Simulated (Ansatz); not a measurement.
Problem. Name crystals whose computed values (the program Ansatz at the PBEsol level (PAW)) fall in these windows: G_Hill (GPa) 49 to 60; ε0 14 to 18.

Solution. 

```json
[
 {"crystal": "ZnGeO3, R-3 (Zn on 6c, Ge on 6c, O on 18f)", "G_Hill (GPa)": "55.5", "ε0": "15.2"},
 {"crystal": "LiGeN, P6_3mc (Li on 2b, Ge on 2a, N on 2b)", "G_Hill (GPa)": "50.1", "ε0": "16.3"},
 {"crystal": "LuF3, P-3c1 (Lu on 6f, F on 2a, F on 4d, F on 12g)", "G_Hill (GPa)": "59.1", "ε0": "16.0"},
 {"crystal": "MgS, rock salt", "G_Hill (GPa)": "54.8", "ε0": "14.8"}
]
```
Others may fit too.

Standing as an ambient phase not checked: ZnGeO3, R-3 (Zn on 6c, Ge on 6c, O on 18f); LiGeN, P6_3mc (Li on 2b, Ge on 2a, N on 2b); LuF3, P-3c1 (Lu on 6f, F on 2a, F on 4d, F on 12g). All cells were relaxed under the symmetry of their starts (and spin orders); stability against distortions was not tested throughout. Scalar-relativistic: spin–orbit coupling is off unless named, which matters more the heavier the elements.

Potentials: the later of the program's two PAW sets.
